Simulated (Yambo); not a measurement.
```
SiC
1.0
    3.07615     0.00000     0.00000
   -1.53808     2.66402     0.00000
    0.00000     0.00000     5.04822
C Si
2 2
Direct
  0.33333   0.66667   0.87540
  0.66667   0.33333   0.37540
  0.33333   0.66667   0.49960
  0.66667   0.33333   0.99960
```

SiC (2H, space group P6_3mc, No. 186): G0W0@PBEsol in Yambo (6×6×4 Γ-centred k mesh, 76 bands and a 8 Ry block in the screening, 76 bands in G with the Bruneval-Gonze terminator, plasmon pole fitted at 27.2 eV) on wavefunctions from Quantum ESPRESSO. With the symmetry operations that carry no fractional translation, the mesh has 24 irreducible k points, and the gap Γ → K is 2.960 eV.

What changes when point-group symmetry is switched off and time reversal alone is kept?

The mesh then has 76 irreducible points. The exact result doesn't change; the run gives 2.950 eV, and the difference is numerical residue, whose source wasn't traced. Rough time against the symmetric run: about 3× for the empty bands, about 2× for Yambo (4 states against 6).

Geometry relaxed with PBEsol.
